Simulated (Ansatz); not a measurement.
Q: Name crystals whose computed values (plane-wave PAW PBE (Ansatz code)) fall in these windows: electron conductivity mass (mₑ) 0.15 to 0.19; gap (eV) 0.60 to 0.79.

A: 

```tsv
crystal	electron conductivity mass (mₑ)	gap (eV)
SnO2, rutile	0.17	0.68
```
Others may fit too.

The cell was relaxed under the symmetry of its start. Scalar-relativistic: spin–orbit coupling is off unless named, which matters more the heavier the elements.

Potentials: the later of the program's two PAW sets.
